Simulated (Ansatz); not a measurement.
Space group Pmmm (No. 47). a = 3.670 Å, b = 3.859 Å, c = 6.433 Å, α = 90.00°, β = 90.00°, γ = 90.00°
```tsv
atom	site	symmetry	x	y	z
Ta	1d	mmm	0.5000	0.0000	0.5000
Ta	1a	mmm	0.0000	0.0000	0.0000
O	2q	mm2	0.0000	0.0000	0.3207
O	1h	mmm	0.5000	0.5000	0.5000
O	1b	mmm	0.5000	0.0000	0.0000
O	1e	mmm	0.0000	0.5000	0.0000
```

Equation of state of this Ta$_{2}$O$_{5}$ structure (not necessarily the ground state), with shape and atoms relaxed at each volume where symmetry leaves them free. Level of theory: Ansatz 0.2.0, DFT PBEsol, scalar-relativistic, plane waves, PAW.

Plane waves to 420 eV, a k mesh through Γ of 10×10×6 on the computed 7-atom cell and Gaussian smearing (0.02 eV); no spin polarisation.

```csv
V (Å³/atom),E − E(largest V) (meV/atom),P (GPa),gap on mesh (eV)
12.235,6.97,14.79,0.38
12.626,-19.02,6.80,0.35
13.016,-27.03,0.00,0.32
13.407,-19.90,-5.74,0.30
13.797,0.00,-10.53,0.30
```

Question: Fit a third-order Birch–Murnaghan equation to E(V).

Answer: V0 = 13.02 Å³/atom, B0 = 207 GPa, B0' = 4.7.

Spin-orbit coupling is left out, which matters for the bands of heavy elements.